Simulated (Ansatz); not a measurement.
NbP: computed property card

NbP:
```cif
data_NbP
_chemical_formula_sum 'Nb1 P1'
_space_group_name_H-M_alt 'P 1'
_space_group_IT_number 1
_cell_length_a 3.32990
_cell_length_b 3.32990
_cell_length_c 3.34136
_cell_angle_alpha 90.000
_cell_angle_beta 90.000
_cell_angle_gamma 120.000
loop_
_space_group_symop_operation_xyz
  'x, y, z'
loop_
_atom_site_label
_atom_site_type_symbol
_atom_site_fract_x
_atom_site_fract_y
_atom_site_fract_z
_atom_site_occupancy
Nb1 Nb 0.00000 0.00000 0.00000 1
P1 P 0.66667 0.33333 0.50000 1
```

Space group P-6m2 (No. 187); conventional cell a = b = 3.3299 Å, c = 3.3414 Å, α = β = 90.00°, γ = 120.00°.

Method: the program Ansatz at the PBE level (PAW). Geometry: relaxed at this level of theory. Other levels are named where they apply.

Cell and energy:

Volume per atom: 16.04 Å³
Density: 6.41 g/cm³
Formation energy from the elements (no fitted shifts): -99 kJ/mol-atom

Electronic structure:

* **Electronic character**: metallic (no gap)
* **Density of states at the Fermi level**: 0.22 states/eV per atom (mean over ±0.08 eV)

Mechanics:

* **Bulk modulus (Birch–Murnaghan fit)**: 180 GPa
* **Pressure derivative B′**: 4.2

The cell is a constructed one: a structure type filled with these elements; neither database checked (COD, Materials Project) lists it. COD files the formula under space group No. 141, so this cell is another polymorph or a model. Whether it is the stable phase at ambient conditions was not checked. The cell was relaxed with PBE under the symmetry of its start; its stability against distortions is not shown here. The run is not spin-polarised. The references are the lowest solids computed at this level, not always the standard phases. Scalar-relativistic: spin–orbit coupling is off unless named, which matters more the heavier the elements.

Potentials: the later of the program's two PAW sets.
